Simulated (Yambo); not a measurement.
RPA spectrum of Rb₂KRhF₆ (space group Fm-3m, No. 225) on PBEsol bands in Yambo (4×4×4 mesh, 151 bands, 3 Ry local-field block, 0.2 eV broadening; field along x). CGrdSpXd merges neighbouring transition energies to save time; the report line [X-CG] gives the poles kept by one of the 4 MPI tasks, and where the merging fails may depend on that split.

| CGrdSpXd asked (%) | share reached (%) | poles used (one task) | static ε | largest change of Im ε (% of its maximum) | rough time |
|---|---|---|---|---|---|
| 100 | 100 | 5156 | 2.23 | 0.0 | 1 |
| 70 | 69 | 3609 | 2.23 | 0.0 | within a factor of two |
| 30 | 29 | 1545 | 2.23 | 0.4 | about 1/2 |
| 15 | 0 | 33 | 2.32 | 77 | about 1/5 |
| 5 | 0 | 33 | 2.32 | 77 | about 1/4 |

All runs end normally. In the runs at 15 %, 5 % few poles are left or the spectrum changes by over a quarter of its peak, and no warning says so. Times are rough ratios from shared machines. The k mesh wasn't tested; the rows compare only with each other.

Spin-orbit coupling is not included.

Geometry of the Materials Project entry, not relaxed at this level; primitive cell a = b = c = 6.424 Å, α = β = γ = 60.00°.
